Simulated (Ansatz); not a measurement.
Relaxed Pt (fcc, Cu type):

```
Pt
1.0
    0.00000     3.94001     3.94001
    1.97000     1.97000     3.94001
    1.97000     1.97000     0.00000
Pt
2
Direct
  0.00000   0.00000   0.00000
  0.50000   0.00000   0.00000
```

The atoms are displaced by Q × the pattern below (from a DFPT mode at X = (0.5, 0.5, 0.0), largest move 1; Q in Å), at fixed cell. It is one choice among 2 degenerate patterns. (q is in reciprocal vectors of the primitive cell; the cell shown is doubled to hold the pattern.)

| atom | x | y | z |
|---|---|---|---|
| Pt1 | 0.000 | 1.000 | 0.000 |
| Pt2 | 0.000 | -1.000 | 0.000 |

The numbers are results of r2SCAN (plane waves to 500 eV, PAW, scalar-relativistic; Ansatz, a first-principles code), not measurements. k mesh 20×20×20 (Γ-centred), Fermi-Dirac smearing 0.05 eV. The energy includes the smearing's −TS. With partly filled bands, energies and forces of such displacements shift with the k mesh and the smearing. Pt is run without spin polarisation. Pt was relaxed with its symmetry unable to fall. Spin-orbit coupling is left out, though Pt is heavy. The PAW data are Ansatz's earlier set. The zero of ΔE is the undisplaced structure. The last digit holds for this mesh only.

| Q (Å) | ΔE (meV/cell) |
|---|---|
| -0.180 | withheld |
| -0.150 | 254.4 |
| -0.120 | 163.2 |
| -0.090 | 91.8 |
| -0.060 | 40.8 |
| -0.030 | 10.2 |
| 0.000 | 0.0 |
| 0.030 | 10.2 |
| 0.060 | 40.8 |
| 0.090 | 91.8 |
| 0.120 | 163.2 |
| 0.150 | 254.4 |
| 0.180 | withheld |

**Question.** Fit an even polynomial form (powers 2, 4) to the given rows and predict ΔE at Q = 0.180.

**Answer.** Least squares on the 11 given rows: ΔE = (11360)·Q² + (-2264)·Q⁴, in meV/cell with Q in Å; root-mean-square residual 0.06 meV/cell. At 0.180 the fit gives 365.7 meV/cell; the calculation gives 364.4 meV/cell, so the extrapolation is off by 1.3 (+0.4 %). The quadratic term alone would give 368.1 meV/cell.

(A displaced cell: forces are minus the slopes of the energy, force constants its curvatures, and phonons follow from these.)
